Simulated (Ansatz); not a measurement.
A distorted cell of KMgF3 (cubic perovskite):

```
CELL_PARAMETERS angstrom
      8.10854     0.00000     0.00000
      4.05427     4.05427     0.00000
      0.00000     0.00000     4.05427
ATOMIC_POSITIONS crystal
  K  0.00000 0.50000 0.50000
  K  0.50000 0.50000 0.50000
  Mg 0.00000 0.00000 0.97698
  Mg 0.50000 0.00000 0.02302
  F  0.75000 0.50000 0.00000
  F  0.25000 0.50000 0.00000
  F  0.25000 0.00000 0.00000
  F  0.75000 0.00000 0.00000
  F  0.00000 0.00000 0.48239
  F  0.50000 0.00000 0.51761
```

The numbers are results of PBE (plane waves to 420 eV, PAW, scalar-relativistic; Ansatz, an electronic-structure program), not measurements. k mesh 8×8×8 (Γ-centred), Fermi-Dirac smearing 0.05 eV. Compression counts positive. KMgF3 was relaxed with its symmetry unable to fall.

Problem. Predict the force on every atom, in eV/Å.

Solution. 
```
atom     Fx     Fy      Fz
----  -----  -----  ------
K1    0.000  0.000   0.000
K2    0.000  0.000   0.000
Mg3   0.000  0.000   0.390
Mg4   0.000  0.000  -0.390
F5    0.000  0.000   0.000
F6    0.000  0.000   0.000
F7    0.000  0.000   0.000
F8    0.000  0.000   0.000
F9    0.000  0.000   0.232
F10   0.000  0.000  -0.232
```

(A displaced cell: forces are minus the slopes of the energy, force constants its curvatures, and phonons follow from these.)
